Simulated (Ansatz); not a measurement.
# BePd: sound and stiffness along [100], [110] and [111]

All numbers below come from DFT LDA, scalar-relativistic, plane waves, PAW (Ansatz 0.2.0). Plane waves to 420 eV; Γ-centred k mesh 14×14×14; Fermi-Dirac smearing of 0.15 eV. No spin polarisation.

Relaxed structure:
```xyz
2
Lattice="2.7735 0.0000 0.0000 0.0000 2.7735 0.0000 0.0000 0.0000 2.7735" Properties=species:S:1:pos:R:3 pbc="T T T"
Be    0.0000    0.0000    0.0000
Pd    1.3868    1.3868    1.3868
```

In a metal, frequencies and elastic constants depend on the k mesh and the smearing, soft modes and shear constants most.

With ions relaxed, on the cubic axes: C11 = 266.0, C12 = 175.2, C44 = 91.8 GPa. The density is 8.984 g/cm³.

Question: Is the crystal stable against strain, and how anisotropic is it?

Answer: Born's conditions hold: C11 + 2C12 = 616.4, C11 − C12 = 90.8 and C44 = 91.8 GPa are all positive. B = (C11 + 2C12)/3 = 205.5 GPa. The two shear moduli are C44 and C′ = (C11 − C12)/2 = 45.4 GPa, so Zener's ratio is A = C44/C′ = 2.02: the tetragonal shear C′ is the soft one, as in many fcc and bcc metals and zincblende crystals. The Cauchy pressure C12 − C44 is 83.4 GPa; it would vanish for pair forces between atoms on inversion centres at zero pressure, and a positive value is usual with metallic or many-body binding.

Question: Give the sound speeds along the three symmetry directions.

Answer: The Christoffel equation gives ρv² for each branch:
```
direction branch                    ρv²    GPa v (m/s)
    [100]              L                    C11  266.0     5441
    [100]         T (×2) C44   91.8     3196
    [110]              L   (C11 + C12 + 2C44)/2  312.4     5896
    [110]   T, u ∥ [001]                    C44   91.8     3196
    [110]  T, u ∥ [1-10]          (C11 − C12)/2   45.4     2249
    [111]              L  (C11 + 2C12 + 4C44)/3  327.8     6041
    [111]         T (×2) (C11 − C12 + C44)/3   60.9     2603
```

Question: How does Young's modulus depend on direction?

Answer: Inverting gives S11 = 7.879, S12 = -3.128, S44 = 10.897 TPa⁻¹. Along a unit vector (l, m, n), 1/E = S11 − 2(S11 − S12 − S44/2)(l²m² + m²n² + n²l²), where the last bracket is 0, 1/4 and 1/3 for [100], [110] and [111]: E = 127, 196 and 240 GPa. With A > 1 the body diagonal is stiffest. For a film on (001), the biaxial modulus is C11 + C12 − 2C12²/C11 = 210 GPa and the normal strain is −2C12/C11 = -1.32 times the in-plane one.